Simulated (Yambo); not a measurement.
A G0W0@PBEsol run in Yambo for SnS2 (space group P6_3mc, No. 186) (3×3×1 Γ-centred k mesh, 418 bands and a 7 Ry block in the screening, 418 bands in G with the Bruneval-Gonze terminator, plasmon pole fitted at 27.2 eV) gives these matrix elements, in eV, at the band edges (Γ → (0, 0.333, 0)):

| state | E0 | <Vxc> | <Σx> | <Σc(E0)> | Z |
|---|---|---|---|---|---|
| valence edge | 0.000 | -13.130 | -16.102 | 2.133 | 0.774 |
| conduction edge | 1.897 | -12.184 | -8.578 | -3.302 | 0.797 |

Q: Solve the linearised quasiparticle equation for both states, give the gap, and say how exchange and correlation each act on it.

A: E = E0 + Z(Σx + Σc − Vxc). Valence: 0.000 + 0.774 × (-16.102 + (2.133) − (-13.130)) = -0.65 eV. Conduction: 1.897 + 0.797 × (-8.578 + (-3.302) − (-12.184)) = 2.14 eV. The gap is 2.79 eV, against 1.90 eV in PBEsol. Replacing Vxc by bare exchange alone would open it by 6.58 eV; correlation takes back 5.43 eV of that, and Z scales what is left. Nearest settings tried, and what they do to the gap: 270 bands in G: +3 meV; 198 bands in W: +67 meV; 6 Ry block (265 vectors against 303): +2 meV. Not varied: mesh. So the settings aren't converged at that level. The k mesh is coarse. Among the k points computed, the smallest G0W0 gap is 2.69 eV, (0, 0.333, 0) → (0, 0.333, 0). The mesh misses a band edge: along a dense path the PBEsol gap is 1.33 eV against 1.90 eV on the mesh. 

The standard potential for Sn keeps a d shell in the valence without the s and p states of that shell. In tests on such compounds this moved G0W0 gaps by up to about 0.9 eV, so absolute quasiparticle energies here are unreliable; differences between settings are what counts.

Spin-orbit coupling is included.

Geometry of the Materials Project entry, not relaxed at this level; primitive cell a = 3.676 Å, b = 3.676 Å, c = 12.339 Å, α = 90.00°, β = 90.00°, γ = 120.00°.

This is not the ordinary phase of the substance; no match was found in the copy of COD used, and its stability was not checked.

The distance between layers or molecules is the database entry's, not relaxed here. Functionals without dispersion can leave it too large, which widens gaps and weakens the response across layers: the numbers belong to this cell.
